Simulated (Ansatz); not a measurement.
GaN:
```yaml
crystal:
  lattice:
    - [-1.42642, 1.42642, 2.46910]
    - [1.42642, -1.42642, 2.46910]
    - [1.42642, 1.42642, -2.46910]
  atoms:
    - { symbol: Ga, position: [0.75625, 0.75625, 0.00000] }
    - { symbol: N, position: [0.35875, 0.35875, 0.00000] }
```

x, y and z are the axes in which the lattice vectors are written.

Problem. Give the proper piezoelectric stress tensor with relaxed ions from r²SCAN in the plane-wave PAW code Ansatz.

Solution. In C/m², rows x, y, z, Voigt columns; mesh uncertainty up to 0.01.
```
 0.00   0.00   0.00   0.00  -1.27   0.00
 0.00   0.00   0.00  -1.27   0.00   0.00
-0.13  -0.13  -2.54   0.00   0.00   0.00
```

The elastic tensor of the same run (GPa):

```csv
,1,2,3,4,5,6
1,572,33.8,101,0.0,0.0,0.0
2,33.8,572,101,0.0,0.0,0.0
3,101,101,287,0.0,0.0,0.0
4,0.0,0.0,0.0,140,0.0,0.0
5,0.0,0.0,0.0,0.0,140,0.0
6,0.0,0.0,0.0,0.0,0.0,21.5
```

Problem. Convert to strain constants d = e·S.

Solution. In pC/N:
```
 0.0   0.0   0.0   0.0  -9.1   0.0
 0.0   0.0   0.0  -9.1   0.0   0.0
 1.4   1.4  -9.9   0.0   0.0   0.0
```

Space group I4mm. The workflow started from a Materials Project entry (that database holds measured and hypothetical structures alike); the Crystallography Open Database copy checked does not list it. It is not the phase usual at ambient conditions (space group No. 186, 216). Symmetry was held in the r²SCAN relaxation; its stability against distortions is not shown here. Signs of piezoelectric constants follow the polarity of the cell as given.

Potentials: the later of the program's two PAW sets.
